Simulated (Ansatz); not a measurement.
One crystal and one scan (energy against volume) at two levels, PBEsol (plane waves to 420 eV, PAW, scalar-relativistic; Ansatz, a first-principles code) and r2SCAN (plane waves to 500 eV, PAW, scalar-relativistic; Ansatz), each from its own relaxed cell and on its own mesh. The cell shown is that of PBEsol.

BaZrO$_{3}$ (cubic perovskite)

```
CELL_PARAMETERS angstrom
      4.18056     0.00000     0.00000
      0.00000     4.18056     0.00000
      0.00000     0.00000     4.18056
ATOMIC_POSITIONS crystal
  Ba 0.00000 0.00000 0.00000
  Zr 0.50000 0.50000 0.50000
  O  0.00000 0.50000 0.50000
  O  0.50000 0.50000 0.00000
  O  0.50000 0.00000 0.50000
```

E(V) scan at fixed shape, V₀ the volume above. Symmetry pins the atoms to their sites.

E stands for the smeared free energy. BaZrO3 is run without spin polarisation. BaZrO3 was relaxed with its symmetry unable to fall. Percentages come from the unrounded values.

Results of PBEsol:

```
Item                                                       Result
---------------------------------------------------------  ------
Lattice constant a (Å)                                      4.181
Band gap of the relaxed cell, no spin-orbit coupling (eV)    3.17
Bulk modulus B₀ (third-order Birch-Murnaghan fit) (GPa)     162.7
```

What does r2SCAN give for the same quantities?


| quantity | r2SCAN | PBEsol − r2SCAN |
|---|---|---|
| Lattice constant a (Å) | 4.205 | -0.024 (-0.6 %) |
| Band gap of the relaxed cell, no spin-orbit coupling (eV) | 3.73 | -0.56 (-15 %) |
| Bulk modulus B₀ (third-order Birch-Murnaghan fit) (GPa) | 163.1 | -0.4 (-0.2 %) |

PBEsol gives the lower value for: lattice constant a; band gap of the relaxed cell, no spin-orbit coupling. They agree on: bulk modulus B₀ (within 1.5 %). For the lattice constant a the reference is 4.191 Å (measured, room temperature or unstated; as given in Evaestov, Robert A, (2010), arXiv:1010.1170): it holds thermal shifts, so no verdict is drawn. For the bulk modulus B₀ the reference is 189 GPa (measured, room temperature or unstated; as given in M. Sepliarsky, R. Machado, S. Tinte et al., Physical Review B (2023), arXiv:2212.03924): it holds thermal shifts, so no verdict is drawn.  Neither level is exact: the differences show how much the result hangs on the functional.

(Under strain, the slope of the energy per volume gives the stress and its curvature an elastic modulus.)
